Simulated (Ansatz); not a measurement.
SiBCN:
Space group P3m1 (No. 156); a = 2.8617 Å, b = 2.8617 Å, c = 4.6350 Å, α = 90.00°, β = 90.00°, γ = 120.00°

| atom | site | symmetry | x | y | z |
|---|---|---|---|---|---|
| B | 1b | 3m. | 0.3333 | 0.6667 | 0.4914 |
| Si | 1c | 3m. | 0.6667 | 0.3333 | 0.0017 |
| C | 1b | 3m. | 0.3333 | 0.6667 | 0.1459 |
| N | 1c | 3m. | 0.6667 | 0.3333 | 0.6110 |

Relaxed with PBEsol. PBEsol in the plane-wave PAW code Ansatz gives a gap of 2.40 eV.

Problem. What gap does HSE06 give on the same cell (Ansatz, PAW)?

Solution. 3.59 eV, 1.19 eV more. The hybrid was solved on a coarser mesh and at special points; the gap given is the minimum over both.

```
k  v1 PBEsol  c1 PBEsol  v1 HSE06  c1 HSE06
-  ---------  ---------  --------  --------
Γ       0.00       3.71       ___       ___
A      -0.31       4.30     -0.35      5.64
K      -4.64       2.40     -5.00      3.59
H      -2.73       5.50       ___       ___
M      -1.47       3.27       ___       ___
L      -2.29       2.81       ___       ___
```

Problem. Top valence (v1) and lowest conduction level (c1) in eV from each method's valence maximum (which need not be a listed point): supply the withheld HSE06 values.

Solution. 
- M, v1 HSE06: -1.61
- M, c1 HSE06: 4.48
- Γ, v1 HSE06: 0.00
- Γ, c1 HSE06: 4.99
- H, v1 HSE06: -2.94
- H, c1 HSE06: 6.91
- L, v1 HSE06: -2.50
- L, c1 HSE06: 4.01

Cost on shared cores: the PBEsol run (SCF on a 11×11×6 mesh, then bands and DOS) around 20 core-seconds (rough), the HSE06 run (SCF on 8×8×5, then a few points) roughly 100 core-seconds; the tasks are unlike.

The start of the workflow was typed in or built on a structure type; neither database checked (COD, Materials Project) lists it. Its standing as an ambient phase is unchecked. The cell was relaxed with PBEsol under the symmetry of its start; its stability against distortions is not shown here. The volume moved by -19 % from the start of the relaxation.

Potentials: the earlier of the program's two PAW sets. The files were generated under PBE; for other functionals the program regenerates the frozen cores, and for LDA and PBEsol the local potential too.
